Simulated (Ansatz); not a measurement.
GaN:
```yaml
crystal:
  lattice:
    - [0.00000, 2.24918, 2.24918]
    - [2.24918, 0.00000, 2.24918]
    - [2.24918, 2.24918, 0.00000]
  atoms:
    - { symbol: Ga, position: [0.00000, 0.00000, 0.00000] }
    - { symbol: N, position: [0.25000, 0.25000, 0.25000] }
```

Tensor components refer to the Cartesian frame of this cell.

Problem. Give the proper piezoelectric stress tensor with relaxed ions from plane-wave PAW PBEsol (Ansatz code).

Solution. In C/m², rows x, y, z, Voigt columns; mesh uncertainty up to 0.00.
```
0.00  0.00  0.00  0.37  0.00  0.00
0.00  0.00  0.00  0.00  0.37  0.00
0.00  0.00  0.00  0.00  0.00  0.37
```

The elastic tensor of the same run (GPa):

```
270  147  147  0.0  0.0  0.0
147  270  147  0.0  0.0  0.0
147  147  270  0.0  0.0  0.0
0.0  0.0  0.0  152  0.0  0.0
0.0  0.0  0.0  0.0  152  0.0
0.0  0.0  0.0  0.0  0.0  152
```

Problem. Convert to strain constants d = e·S.

Solution. In pC/N:
```
0.0  0.0  0.0  2.4  0.0  0.0
0.0  0.0  0.0  0.0  2.4  0.0
0.0  0.0  0.0  0.0  0.0  2.4
```

Space group F-43m (zinc blende). The PBEsol relaxation kept the symmetry of its start. Signs of piezoelectric constants follow the polarity of the cell as given.

Potentials: the earlier of the program's two PAW sets. The files were generated under PBE; for other functionals the program regenerates the frozen cores, and for LDA and PBEsol the local potential too.
